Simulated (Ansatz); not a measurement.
A geometry of ScSi away from equilibrium: step 2 of the relaxation of a relaxed ScSi cell displaced along its unstable phonon at q = (0, 0, ½) of its primitive reciprocal cell (106i cm⁻¹), largest move 0.15 Å. Computed with PBE (plane waves to 420 eV, PAW, scalar-relativistic; Ansatz, a first-principles code). Γ-centred k-mesh 9×9×3 on the run's cell (coarser than for final values), Fermi–Dirac smearing 0.05 eV.

```xyz
8
Lattice="2.7303 -2.7518 0.0016 2.7303 2.7518 0.0016 -3.0173 0.0000 10.2259" Properties=species:S:1:pos:R:3:forces:R:3 pbc="T T T" free_energy=-11091.642 pressure_GPa=-0.8
Sc    -0.0626    -0.3375     3.9931   -0.0642   -0.1960   -0.0212
Sc    -1.5712     0.3375     9.1061   -0.0642    0.1960   -0.0212
Sc     4.0145     0.3375     1.1230    0.0642    0.1960    0.0212
Sc     2.5058    -0.3375     6.2360    0.0642   -0.1960    0.0212
Si     1.2935     0.2876     1.6101    0.0507    0.6210    0.2889
Si    -0.2151    -0.2876     6.7231    0.0507   -0.6210    0.2889
Si     2.6584    -0.2876     3.5061   -0.0507   -0.6210   -0.2889
Si     1.1497     0.2876     8.6190   -0.0507    0.6210   -0.2889
```

Positions in Å, forces in eV/Å, free energy of the cell in eV (comparable only within this code, potentials and settings). Largest force: 0.69 eV/Å, on Si5, Si6, Si7, Si8 (atoms numbered as listed); the geometry lies 0.17 eV/atom above the end of its relaxation.

No spin polarisation in the result.

The run could not lose the symmetry of its start: the end is stationary, and may be a saddle point rather than a minimum.

The end of the path is a generated cell of ScSi: the first start was made by placing the elements on the sites of a structure type, and the end was not matched to a known phase here, so it may be hypothetical.
